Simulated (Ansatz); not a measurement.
CoSi:
```
CoSi
1.0
    4.38260     0.00000     0.00000
    0.00000     4.38260     0.00000
    0.00000     0.00000     4.38260
Co Si
4 4
Direct
  0.85431   0.64569   0.35431
  0.64569   0.35431   0.85431
  0.35431   0.85431   0.64569
  0.14569   0.14569   0.14569
  0.15640   0.34360   0.65640
  0.34360   0.65640   0.15640
  0.65640   0.15640   0.34360
  0.84360   0.84360   0.84360
```

Relaxed with r²SCAN.

Task: Which orbitals make up the states near the Fermi level in plane-wave PAW r²SCAN (Ansatz code)?

Result: Within 0.5 eV of the Fermi level: Co 3d 87 %, Si 3p 10 %. Projections are on Löwdin-orthogonalised atomic valence shells; empty p or d shells of many metals are not among them.

Task: Tabulate the density of states.

Result: States/eV per cell of 8 atoms, in 0.25 eV bins, energy from the Fermi level.

| E (eV) | total | Co 3d | Si 3p | Si 3s |
|---|---|---|---|---|
| -7.85 | 2.02 | 0.36 | 0.85 | 0.60 |
| -7.60 | 2.19 | 0.43 | 0.90 | 0.63 |
| -7.35 | 1.33 | 0.23 | 0.73 | 0.22 |
| -7.10 | 1.38 | 0.24 | 0.85 | 0.14 |
| -6.85 | 2.03 | 0.43 | 1.23 | 0.19 |
| -6.60 | 3.22 | 0.75 | 1.93 | 0.26 |
| -6.35 | 2.27 | 0.58 | 1.28 | 0.20 |
| -6.10 | 3.07 | 0.86 | 1.69 | 0.25 |
| -5.85 | 2.49 | 0.70 | 1.41 | 0.16 |
| -5.60 | 1.96 | 0.55 | 1.12 | 0.13 |
| -5.35 | 4.11 | 1.38 | 2.13 | 0.30 |
| -5.10 | 3.26 | 1.26 | 1.50 | 0.26 |
| -4.85 | 4.18 | 1.80 | 1.84 | 0.28 |
| -4.60 | 1.48 | 0.68 | 0.63 | 0.09 |
| -4.35 | 5.88 | 2.98 | 2.32 | 0.31 |
| -4.10 | 4.52 | 2.64 | 1.46 | 0.17 |
| -3.85 | 5.27 | 3.28 | 1.55 | 0.16 |
| -3.60 | 5.21 | 3.60 | 1.15 | 0.18 |
| -3.35 | 8.70 | 6.25 | 1.65 | 0.27 |
| -3.10 | 12.49 | 9.43 | 1.86 | 0.19 |
| -2.85 | 12.56 | 9.67 | 1.90 | 0.17 |
| -2.60 | 10.04 | 8.16 | 1.36 | 0.09 |
| -2.35 | 7.24 | 5.96 | 0.90 | 0.07 |
| -2.10 | 7.64 | 6.36 | 0.93 | 0.07 |
| -1.85 | 7.76 | 7.10 | 0.43 | 0.03 |
| -1.60 | 10.45 | 9.72 | 0.38 | 0.06 |
| -1.35 | 11.30 | 10.68 | 0.31 | 0.05 |
| -1.10 | 10.33 | 9.67 | 0.33 | 0.06 |
| -0.85 | 7.76 | 6.92 | 0.46 | 0.09 |
| -0.60 | 3.86 | 3.56 | 0.19 | 0.02 |
| -0.35 | 8.70 | 7.73 | 0.71 | 0.08 |
| -0.10 | 4.18 | 3.51 | 0.50 | 0.05 |
| 0.15 | 0.63 | 0.53 | 0.08 | 0.01 |
| 0.40 | 1.58 | 1.25 | 0.24 | 0.05 |
| 0.65 | 3.50 | 2.53 | 0.71 | 0.13 |
| 0.90 | 3.56 | 2.36 | 0.89 | 0.14 |
| 1.15 | 2.04 | 1.27 | 0.56 | 0.10 |
| 1.40 | 1.62 | 0.95 | 0.46 | 0.11 |
| 1.65 | 2.24 | 1.30 | 0.51 | 0.31 |
| 1.90 | 2.36 | 1.31 | 0.50 | 0.42 |
| 2.15 | 3.42 | 1.69 | 0.89 | 0.58 |
| 2.40 | 4.74 | 2.08 | 1.29 | 0.85 |
| 2.65 | 2.75 | 1.09 | 0.81 | 0.51 |
| 2.90 | 3.61 | 1.31 | 1.16 | 0.62 |
| 3.15 | 3.92 | 1.26 | 1.33 | 0.58 |
| 3.40 | 4.44 | 1.31 | 1.60 | 0.60 |
| 3.65 | 2.55 | 0.67 | 0.96 | 0.36 |
| 3.90 | 3.25 | 0.73 | 1.19 | 0.44 |
| 4.15 | 3.84 | 0.80 | 1.43 | 0.50 |
| 4.40 | 3.64 | 0.68 | 1.42 | 0.48 |
| 4.65 | 3.85 | 0.65 | 1.59 | 0.47 |

Space group P2_13. The cell was relaxed with r²SCAN under the symmetry of its start. The run is not spin-polarised.

Potentials: the earlier of the program's two PAW sets. The files were generated under PBE; for other functionals the program regenerates the frozen cores, and for LDA and PBEsol the local potential too.
